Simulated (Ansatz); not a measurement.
Relaxed TiSi2 (C49 type, space group Cmcm):

```
CELL_PARAMETERS angstrom
      1.76356    -6.76170     0.00000
      1.76356     6.76170     0.00000
      0.00000     0.00000     3.56562
ATOMIC_POSITIONS crystal
  Si 0.94171 0.05829 0.75000
  Si 0.05829 0.94171 0.25000
  Si 0.25028 0.74972 0.75000
  Si 0.74972 0.25028 0.25000
  Ti 0.60322 0.39678 0.75000
  Ti 0.39678 0.60322 0.25000
```

In each cell atom 2 (Si, nearest neighbour Si at 2.380 Å; its periodic images, 3.5 Å or more away, move with it) moves by s·(0.577, 0.577, 0.577) (along Cartesian [111]), the rest being held.

Computed with r2SCAN (plane waves to 500 eV, PAW, scalar-relativistic; Ansatz, a quantum-chemistry and plane-wave program). k mesh 11×11×11 (Γ-centred), Fermi-Dirac smearing 0.05 eV. With partly filled bands, energies and forces of such displacements shift with the k mesh and the smearing. F∥ is the force on the atom along that direction. The PAW data are Ansatz's earlier set. This is one of several known forms of TiSi2; the measured ambient cells at hand have space group No. 70. TiSi2 is run without spin polarisation. TiSi2 was relaxed with its symmetry unable to fall. 

```
s (Å)   F∥ (eV/Å)
------  ---------
-0.240      2.522
-0.192      2.012
-0.144      1.513
-0.096      1.017
-0.048      0.516
0.000       0.001
0.048      -0.535
0.096      -1.099
0.144      -1.697
0.192      -2.335
0.240      -3.020
```

**Question.** What is the force constant k = d²E/ds² of this move at s = 0?

**Answer.** 10.9 eV/Å². The forces along the line at the two nearest points give (0.516 − (-0.535)) / (2·0.048) = 10.95 eV/Å²; the next pair corrects for the finite step.

(A displaced cell: forces are minus the slopes of the energy, force constants its curvatures, and phonons follow from these.)
